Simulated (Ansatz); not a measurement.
GaAs:
Space group P6₃/mmc (No. 194); a = 3.7679 Å, b = 3.7679 Å, c = 6.4414 Å, α = 90.00°, β = 90.00°, γ = 120.00°

| atom | site | symmetry | x | y | z |
|---|---|---|---|---|---|
| Ga | 2a | -3m. | 0.0000 | 0.0000 | 0.0000 |
| As | 2c | -6m2 | 0.3333 | 0.6667 | 0.2500 |

Relaxed at zero pressure with the program Ansatz at the PBE level (PAW).

Task: The volume is raised by 6 % and shape and atoms relax at that volume. What pressure results, and how do the axes share the change?

Result: -3.4 GPa; a 2.5 %, b 2.5 %, c 0.9 %; the energy rises by 13 meV/atom.

Task: Give the new structure.

Result: 
Space group P6₃/mmc (No. 194); a = b = 3.8621 Å, c = 6.4992 Å, α = β = 90.00°, γ = 120.00°

```
atom  site  symmetry       x       y       z
----  ----  --------  ------  ------  ------
Ga      2a      -3m.  0.0000  0.0000  0.0000
As      2c      -6m2  0.3333  0.6667  0.2500
```

The phase is kept; no other phase was compared at this pressure.

Space group P6_3/mmc (NiAs type). The start of the workflow was typed in or built on a structure type; neither database checked (COD, Materials Project) lists it. It is not the phase usual at ambient conditions (space group No. 216). The cell keeps a stress of up to 0.2 GPa. The cell was relaxed with PBE under the symmetry of its start; its stability against distortions is not shown here.

Potentials: the later of the program's two PAW sets.
